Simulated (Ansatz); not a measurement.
ScAl$_{2}$, in the lowest among the structures calculated here: Fd-3m, origin choice 1 (No. 227), cF24, cubic Laves (MgCu2 type); a = 7.527 Å, b = 7.527 Å, c = 7.527 Å, α = 90.00°, β = 90.00°, γ = 90.00°; Sc 8b (0.500, 0.500, 0.500); Al 16c (0.125, 0.125, 0.125). Method: PBEsol (plane waves to 420 eV, PAW, scalar-relativistic; Ansatz, a quantum-chemistry and plane-wave program). Element references, the lowest calculated here: Al (Fm-3m), Sc (P6₃/mmc).

Problem. Predict the formation energy of this Fd-3m form of ScAl2 from the elements from PBEsol.

Solution. -0.49 eV/atom.

Problem. Is it stable against the other phases calculated?

Solution. Yes: the most favourable decomposition, ScAl2 → 0.5 ScAl + 0.5 ScAl3 (ScAl Pm-3m, ScAl3 Pm-3m), costs 0.02 eV/atom.

This is the hull of the energies calculated here, no anion corrections; phases that were not calculated are missing from it. Values are rounded to 0.01 eV/atom. The compounds carry no spin polarisation.
